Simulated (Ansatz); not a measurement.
ZnAu:
```cif
data_AuZn
_chemical_formula_sum 'Au1 Zn1'
_space_group_name_H-M_alt 'P 1'
_space_group_IT_number 1
_cell_length_a 3.18661
_cell_length_b 3.18661
_cell_length_c 3.18661
_cell_angle_alpha 90.000
_cell_angle_beta 90.000
_cell_angle_gamma 90.000
loop_
_space_group_symop_operation_xyz
  'x, y, z'
loop_
_atom_site_label
_atom_site_type_symbol
_atom_site_fract_x
_atom_site_fract_y
_atom_site_fract_z
_atom_site_occupancy
Au1 Au 0.00000 0.00000 0.00000 1
Zn1 Zn 0.50000 0.50000 0.50000 1
```

Relaxed with PBE.

Q: Tabulate the valence density and the electron localisation function along the shortest Au–Au contact (3.19 Å), plane-wave PAW PBE (Ansatz code).

A: 

```csv
distance from Au (Å),density (e/Å³),ELF
0.32,11.13,0.67
0.48,7.92,0.60
0.64,4.93,0.55
0.80,2.44,0.48
0.96,0.98,0.38
1.12,0.50,0.29
1.27,0.29,0.23
1.43,0.22,0.20
1.59,0.19,0.18
1.75,0.22,0.20
1.91,0.29,0.23
2.07,0.50,0.29
2.23,0.98,0.38
2.39,2.44,0.48
2.55,4.93,0.55
2.71,7.92,0.60
2.87,11.13,0.67
```

The density is the valence pseudo-density with augmentation charge, so density and ELF within about 1 Å of a nucleus are not all-electron values.

Space group Pm-3m (CsCl type). Symmetry was held in the PBE relaxation; of distortions, only those at the zone centre were tested. Spin–orbit coupling is left out wherever it is not named.

Potentials: the later of the program's two PAW sets.
